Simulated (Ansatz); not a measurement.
VCu₃Se₄ in space group P-43m (No. 215; V on 1a, Cu on 3d, Se on 4e) under volume change, PBEsol (plane waves, PAW; program Ansatz), shape and atoms relaxed at each volume.

```json
[
 {"V (Å³/atom)": "19.018", "E − E(relaxed) (meV/atom)": "?", "P (GPa)": "?"},
 {"V (Å³/atom)": "19.645", "E − E(relaxed) (meV/atom)": "10.7", "P (GPa)": "2.92"},
 {"V (Å³/atom)": "20.272", "E − E(relaxed) (meV/atom)": "2.5", "P (GPa)": "1.34"},
 {"V (Å³/atom)": "20.899", "E − E(relaxed) (meV/atom)": "0.0", "P (GPa)": "0.00"},
 {"V (Å³/atom)": "21.526", "E − E(relaxed) (meV/atom)": "?", "P (GPa)": "?"},
 {"V (Å³/atom)": "22.153", "E − E(relaxed) (meV/atom)": "8.8", "P (GPa)": "-2.13"},
 {"V (Å³/atom)": "22.780", "E − E(relaxed) (meV/atom)": "18.8", "P (GPa)": "-2.97"}
]
```

Problem. Fill in the missing entries.

Solution. 
- 21.526, E − E(relaxed) (meV/atom): 2.3
- 21.526, P (GPa): -1.14
- 19.018, E − E(relaxed) (meV/atom): 25.5
- 19.018, P (GPa): 4.72

Problem. What does a third-order Birch–Murnaghan fit give for V₀, B₀ and B′?

Solution. V₀ = 20.90 Å³/atom, B₀ = 41.2 GPa, B′ = 4.1.

The workflow started from a Materials Project entry (that database holds measured and hypothetical structures alike); the Crystallography Open Database copy checked does not list it. Whether it is the stable phase at ambient conditions was not checked. The PBEsol relaxation kept the symmetry of its start; its stability against distortions is not shown here. No spin polarisation was allowed.

Potentials: the later of the program's two PAW sets.
